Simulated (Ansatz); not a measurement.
Consider the following.

CaTiO3:
```cif
data_Ca4O12Ti4
_chemical_formula_sum 'Ca4 Ti4 O12'
_space_group_name_H-M_alt 'Pnma'
_space_group_IT_number 62
_space_group_name_Hall '-P 2ac 2n'
_cell_length_a 5.43755
_cell_length_b 7.59242
_cell_length_c 5.33579
_cell_angle_alpha 90.000
_cell_angle_beta 90.000
_cell_angle_gamma 90.000
loop_
_atom_site_label
_atom_site_type_symbol
_atom_site_symmetry_multiplicity
_atom_site_Wyckoff_symbol
_atom_site_fract_x
_atom_site_fract_y
_atom_site_fract_z
_atom_site_occupancy
Ca1 Ca 4 c 0.45581 0.25000 0.49051 1
Ti1 Ti 4 b 0.00000 0.00000 0.50000 1
O1 O 4 c 0.02007 0.25000 0.57918 1
O2 O 8 d 0.20925 0.04164 0.20864 1
```

This is the PBEsol-relaxed structure.

Q: All from the program Ansatz at the PBEsol level (PAW), unless another level is named. Estimate the bulk modulus (Birch–Murnaghan fit).

A: 186 GPa.

Q: And the highest zone-centre frequency (without LO–TO term)?

A: 799 cm⁻¹.

The workflow started from a Materials Project entry (that database holds measured and hypothetical structures alike); the Crystallography Open Database files this formula in space group No. 62, but the cells were not matched. Its standing as an ambient phase is unchecked. The cell was relaxed with PBEsol under the symmetry of its start; whether a distortion lowers the energy is not shown. The run is not spin-polarised.

Potentials: the earlier of the program's two PAW sets. The files were generated under PBE; for other functionals the program regenerates the frozen cores, and for LDA and PBEsol the local potential too.
